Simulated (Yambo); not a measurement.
Input:

```xyz
2
Lattice="0.0000 2.1823 2.1823 2.1823 0.0000 2.1823 2.1823 2.1823 0.0000" Properties=species:S:1:pos:R:3 pbc="T T T"
N      1.0912     1.0912     1.0912
Ga     0.0000     0.0000     0.0000
```

Workflow: PBE (stringent potentials; pw.x of Quantum ESPRESSO, ONCV potentials, no spin-orbit coupling), then G0W0 in Yambo (6×6×6 Γ-centred k mesh, bands 5 to 146 and a 18 Ry block in the screening, 146 bands in G with the Bruneval-Gonze terminator, plasmon pole fitted at 27.2 eV).

Q: Give the PBE and G0W0 gaps between the band edges found on this mesh, and say where the edges lie.

A: Edges: Γ → Γ. PBE: 2.38 eV; G0W0: 3.47 eV. Convergence of the G0W0 settings was not tested. Spin-orbit splittings are left out.

Geometry strained from the cell relaxed with PBEsol, atoms relaxed again.

This is not the ordinary phase of the substance; no match was found in the copy of COD used, and its stability was not checked.
